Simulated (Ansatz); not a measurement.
Mo (bcc (W type)), relaxed with PBEsol (Ansatz, a program for electronic structure, plane waves, PAW): a = b = c = 3.1294 Å, α = β = γ = 90.00°.

B₀ by P(V) fit (GPa): 281
K_Hill (GPa): 280
G_Hill (GPa): 127
Θ_D (K): 467

**Question.** The same phase is relaxed and computed with r²SCAN in the same code. What are the cell and these values now?

**Answer.** a = b = c = 3.1507 Å, α = β = γ = 90.00°.

- B₀ by P(V) fit (GPa): 272
- K_Hill (GPa): 273
- G_Hill (GPa): 127
- Θ_D (K): 469

All cells were relaxed under the symmetry of their starts (and spin orders); stability against distortions was not tested throughout. Rows with no word on spin ran without spin polarisation. Spin–orbit coupling is left out wherever it is not named.

Potentials: the earlier of the program's two PAW sets.

Ansatz is a plane-wave DFT program.
